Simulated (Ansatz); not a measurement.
**Notes on HBrF$_{2}$**

```xyz
16
Lattice="0.0000 4.8024 4.8024 4.8024 0.0000 4.8024 4.8024 4.8024 0.0000" Properties=species:S:1:pos:R:3 pbc="T T T"
F     2.2955    2.2955    2.2955
F     7.3094    4.6967    4.6967
F     4.9082    4.9082    2.2955
F     4.6967    7.3094    4.6967
F     2.2955    4.9082    4.9082
F     7.3094    7.3094    7.3094
F     4.9082    2.2955    4.9082
F     4.6967    4.6967    7.3094
Br    0.0000    0.0000    0.0000
Br    0.0000    2.4012    2.4012
Br    2.4012    2.4012    0.0000
Br    2.4012    0.0000    2.4012
H     4.8024    4.8024    4.8024
H     4.8024    2.4012    2.4012
H     2.4012    2.4012    4.8024
H     2.4012    4.8024    2.4012
```

Level: r2SCAN, no spin polarisation; 500 eV; 6×6×6 Γ-centred mesh; fermi-dirac occupations (width 0.1 eV); Ansatz 0.2.0, fixed geometry.

(1) What happens at the Fermi level?

(2) Is the cell too large or too small?

(3) How is the charge shared?

(4) Which atom feels the largest force, and which way?

Origin: a known structure type with other elements, at an estimated volume, so it need not be a known compound. Caveats: many states at the Fermi level without spin polarisation, so a magnetic state may lie lower.

Results:

(1) It is a metal, with about 19 states/eV a cell as the mean within 0.25 eV of the Fermi level, mostly Br p (58 %) and F p (29 %).

(2) The pressure is 8.7 GPa (compression positive), so with the atoms held at these fractions the cell would first expand; the forces are large, so a full relaxation may end otherwise.

(3) Bader charges in e: H +0.22, Br +0.80, F -0.51. In the mean Br gives up most and F takes most.

(4) The largest is on F2 (and as large on other atoms): 1.29 eV/Å, components (-0.74, 0.74, 0.74). It makes 122° with the line to a nearest neighbour, Br11 at 2.30 Å.
